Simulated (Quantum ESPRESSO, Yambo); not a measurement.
A free-standing WS2 monolayer (symmetry Amm2, slab cell 16.1 Å high) under uniaxial strain of +2 % along x, the other axes held. The PBEsol cell relaxed from Materials Project entry mp-224 was given a uniaxial strain of +2 % along x, the other axes held, and the atoms were relaxed again, with the Coulomb interaction truncated along z. Chain: PBEsol (pw.x of Quantum ESPRESSO, ONCV potentials, scalar-relativistic); G0W0 in Yambo (6×6×1 Γ-centred k mesh, bands 2 to 131 and a 8 Ry block in the screening, 131 bands in G with the Bruneval-Gonze terminator, plasmon pole fitted at 27.2 eV, slab-truncated Coulomb interaction, stochastic integration of W near q = 0); BSE (18×18×1 mesh, 5 valence and 5 conduction bands, static screening with 39 bands and a 3 Ry block, scissor 0.91 eV, Tamm-Dancoff, stochastic integration of W near q = 0).

| Property | Result |
|---|---|
| PBEsol gap (dense path) | 1.79 eV |
| PBEsol gap Γ → (0.333, 0.333) on the GW mesh | 1.79 eV |
| PBEsol smallest direct gap on the GW mesh, at (0.333, 0.333) | 1.79 eV |
| G0W0 direct gap at that point | 2.70 eV |
| G0W0 correction to the gap Γ → (0.333, 0.333) | 1.01 eV |
| lowest exciton | no binding energy given (see below) |
| RPA in-plane polarisability along x | 6.37 Å (24×24×1 mesh, PBEsol bands) |

Rough cost of the Yambo steps against G0W0 for 6 states: BSE within a factor of two, one RPA spectrum about 1/4.

Convergence of the G0W0 settings was not tested. Among the k points computed, the smallest G0W0 gap is 2.70 eV, (0.333, 0.333) → (0.333, 0.333). The BSE states are vertical excitations (zero momentum). Convergence of the RPA response with its 24×24×1 mesh was not tested. The lowest state covers only about 3 of the 324 k points, and no second mesh confirms it, so this run can't vouch for its energy or binding. x lies along the first cell vector.

Spin-orbit coupling is left out, which matters for elements this heavy: edges can move by tenths of an eV.
